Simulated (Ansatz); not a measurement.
**Bands of AlSn**

```
CELL_PARAMETERS angstrom
4.19811 0.00000 0.00000
-2.09905 3.63567 0.00000
0.00000 0.00000 3.30685
ATOMIC_POSITIONS crystal
Al 0.00000 0.00000 0.00000
Sn 0.33333 0.66667 0.50000
```

Atom numbers follow the list: Al1, Sn2.

The cell is the one relaxed in the Materials Project (mp-7760), not relaxed further here; entries there can be hypothetical.

Spin–orbit coupling is left out, though it moves levels of the heavy atoms by tenths of an eV or more.

Theory: DFT, PBEsol, all-electron LAPW, scalar-relativistic in Ansatz 0.2.0.

Settings: a Γ-centred 11×11×12 k mesh, Fermi–Dirac smearing of 0.05 eV, basis error target 0.25 meV/atom, no spin polarisation.

Points in fractions of the reciprocal vectors of this cell: Γ (0, 0, 0), M (0.5, 0, 0), K (0.333, 0.333, 0), A (0, 0, 0.5), L (0.5, 0, 0.5), H (0.333, 0.333, 0.5). The path joins them by straight lines in the order Γ–M–K–Γ–A–L–H–A–L; legs that retrace an earlier one aren't tabulated. Energies are in eV from the Fermi level.

**Question.** Metal or insulator at this level of theory?

**Answer.** No gap opens: metallic or semimetallic.

**Question.** Tabulate bands 14 to 19, counted from the lowest band of the run, along the path.

**Answer.** 
```tsv
k (1/Å)	point	band 14	band 15	band 16	band 17	band 18	band 19
0.00	Γ	-10.46	-0.21	-0.21	0.69	2.60	3.13
0.22		-10.30	-1.91	-0.58	1.69	2.76	3.28
0.43		-9.83	-3.87	-1.21	1.22	3.23	5.05
0.65		-9.12	-5.51	-1.66	0.74	3.93	6.44
0.86	M	-8.64	-6.32	-1.82	0.57	4.41	6.49
0.99		-8.59	-6.30	-2.32	1.23	4.47	6.46
1.11		-8.47	-6.27	-3.14	2.55	4.63	6.35
1.24		-8.31	-6.27	-3.75	4.09	4.85	6.16
1.36	K	-8.22	-6.31	-3.96	5.01	5.47	5.79
1.61		-8.74	-5.75	-3.36	4.13	4.35	4.36
1.86		-9.62	-4.24	-2.12	2.97	3.33	3.43
2.11		-10.24	-2.19	-0.80	2.06	2.81	2.92
2.36	Γ	-10.46	-0.21	-0.21	0.69	2.60	3.13
2.60		-10.24	0.02	0.02	0.18	1.22	3.31
2.84		-9.58	-2.35	0.69	0.69	1.63	3.78
3.07		-8.51	-4.71	1.74	1.74	2.58	4.18
3.31	A	-7.44	-6.21	2.72	2.72	3.61	3.61
3.53		-7.29	-6.04	1.13	2.01	2.39	3.34
3.74		-6.84	-5.54	-0.80	0.15	1.80	2.87
3.96		-6.19	-4.78	-2.41	-1.47	1.35	2.52
4.17	L	-5.75	-4.22	-3.16	-2.32	1.19	2.40
4.30		-5.71	-4.17	-3.14	-2.32	0.73	1.77
4.42		-5.61	-4.01	-3.09	-2.35	-0.06	0.94
4.55		-5.48	-3.78	-3.06	-2.45	-0.67	0.36
4.67	H	-5.40	-3.62	-3.08	-2.57	-0.88	0.17
4.92		-5.84	-4.34	-2.60	-1.79	-0.28	0.72
5.17		-6.65	-5.32	-1.16	-0.22	0.96	1.88
5.42		-7.24	-5.98	0.86	1.75	2.21	3.12
5.67	A	-7.44	-6.21	2.72	2.72	3.61	3.61
```
